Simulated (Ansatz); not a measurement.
Consider the following.

As:
```cif
data_As
_chemical_formula_sum 'As1'
_space_group_name_H-M_alt 'P 1'
_space_group_IT_number 1
_cell_length_a 2.68891
_cell_length_b 2.68891
_cell_length_c 2.68891
_cell_angle_alpha 90.000
_cell_angle_beta 90.000
_cell_angle_gamma 90.000
loop_
_space_group_symop_operation_xyz
  'x, y, z'
loop_
_atom_site_label
_atom_site_type_symbol
_atom_site_fract_x
_atom_site_fract_y
_atom_site_fract_z
_atom_site_occupancy
As1 As 0.50000 0.50000 0.50000 1
```

This is the PBEsol-relaxed structure.

Question: All from DFT-PBEsol in the program Ansatz with PAW potentials, unless another level is named. Predict the electronic character.

Answer: metallic (no gap).

Question: Predict the density of states at the Fermi level.

Answer: 0.43 states/eV per atom (mean over ±0.08 eV).

Question: And the gap with spin–orbit coupling?

Answer: none (metallic).

Space group Pm-3m. The workflow started from a Materials Project entry (that database holds measured and hypothetical structures alike); the Crystallography Open Database copy checked does not list it. It is not the phase usual at ambient conditions (space group No. 166). The PBEsol relaxation kept the symmetry of its start; its stability against distortions is not shown here. Scalar-relativistic: spin–orbit coupling is off unless named, which matters more the heavier the elements.

Potentials: the later of the program's two PAW sets.
